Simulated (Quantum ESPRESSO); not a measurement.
## TiGeAlO5F (convergence and cost over cutoff and k mesh)

Computed values, not a measurement. The program is pw.x of Quantum ESPRESSO 7.5 (plane-wave density functional theory). The cell is made up: 9 atoms on a corundum lattice with one site empty, with randomly drawn elements, strain and displacements, not relaxed. PseudoDojo standard norm-conserving files (v0.5 for PBE, v0.4.1 for LDA and PBEsol) set the functional; there is no spin polarisation, spin-orbit coupling or dispersion term, and the masses in the input are unused placeholders.

Input of the run in row 4:

```
&control calculation='scf', pseudo_dir='./dojo.nc.sr.pbe.v0_5.standard.upf', outdir='./o', disk_io='low', tprnfor=.true., tstress=.true. /
&system ibrav=0, nat=9, ntyp=5, nbnd=39, ecutwfc=84.00895049, nosym=.true., tot_charge=0,
 occupations='smearing', smearing='fd', degauss=0.0018374661
/
&electrons conv_thr=7.350e-09, electron_maxstep=60, /
ATOMIC_SPECIES
Al 1.0 Al.upf
F 1.0 F.upf
Ge 1.0 Ge.upf
O 1.0 O.upf
Ti 1.0 Ti.upf
CELL_PARAMETERS angstrom
2.4214 1.398 4.4032
-2.4214 1.398 4.4032
0.0 -2.796 4.4032
ATOMIC_POSITIONS angstrom
Ti 0.042 -0.0468 1.8928
Ge -0.0219 -0.0885 8.611
Al 0.0579 -0.0017 11.2337
O -0.8773 1.2209 7.7711
F -0.729 -1.5367 7.6597
O 1.7352 0.0008 7.5648
O 0.7765 -1.3286 5.5164
O 0.8005 1.4802 5.4694
O -1.6211 -0.1642 5.5032
K_POINTS automatic
6 6 6 1 1 1
```

The same cell was run at these settings. Meshes are shifted by half a step, and differences are from the last row, which is itself not exact.

```
cutoff (eV)     k mesh  k points solved  threshold (eV)  free energy less the last row's (eV)  pressure (GPa)  largest stress difference (GPa)  largest force difference (eV/Å)  iterations  wall time (s)  k-point pools                  processor
        800  2 x 2 x 2                4           1e-04                                 1.717          -21.47                            26.14                            0.077          11              9              4  Intel Xeon, 2023 or later
       1143  2 x 2 x 2                4           1e-07                                 0.018            4.57                             0.21                            0.061          14             15              4  Intel Xeon, 2023 or later
        729  6 x 6 x 6              108           1e-07                                 5.178          -60.79                            65.46                            0.229          14             75              4  Intel Xeon, 2023 or later
       1143  6 x 6 x 6              108           1e-07                                 0.002            4.55                             0.04                            0.000          14            147              4  Intel Xeon, 2023 or later
       1437  8 x 8 x 8              256           1e-07                                 0.000            4.59                             0.00                            0.000          14            605              4  Intel Xeon, 2023 or later
```

Each pool is one process. Wall times include start-up and a band step at six k points, which weighs most on the coarsest meshes. The runs were on shared virtual cores whose load varied, so times are rough.